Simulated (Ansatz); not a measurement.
## Al$_{2}$InSb$_{3}$ (P3m1) at 3 levels of theory

One geometry, relaxed with PBE; plane waves with PAW potentials in Ansatz, scalar-relativistic unless the row names spin-orbit coupling. No spin polarisation but for the spin–orbit row. Gaps are the least over mesh and band path; pressure is positive in compression.

Space group P3m1 (No. 156). a = 4.493 Å, b = 4.493 Å, c = 11.027 Å, α = 90.00°, β = 90.00°, γ = 120.00°
| atom | site | symmetry | x | y | z |
| --- | --- | --- | --- | --- | --- |
| Al | 1b | 3m. | 0.3333 | 0.6667 | 0.4111 |
| Al | 1c | 3m. | 0.6667 | 0.3333 | 0.0882 |
| In | 1a | 3m. | 0.0000 | 0.0000 | 0.7517 |
| Sb | 1a | 3m. | 0.0000 | 0.0000 | 0.0111 |
| Sb | 1b | 3m. | 0.3333 | 0.6667 | 0.6545 |
| Sb | 1c | 3m. | 0.6667 | 0.3333 | 0.3333 |

| level | cutoff (eV) | k mesh | gap (eV) | pressure (GPa) |
| --- | --- | --- | --- | --- |
| PBE | 420 | 12×12×4 | 0.44 | 0.0 |

**Question.** What comes out on the same cell with r2SCAN, PBE with spin-orbit coupling?

**Answer.**
```csv
level,cutoff (eV),k mesh,gap (eV),pressure (GPa)
r2SCAN,500,12×12×4,0.93,-1.3
PBE with spin-orbit coupling,420,12×12×4,0.22,0.0
```

Spin-orbit coupling matters for the bands of heavy elements and enters only rows that name it.

The structure comes from a generated guess; another structure or a mixture of phases may lie lower.
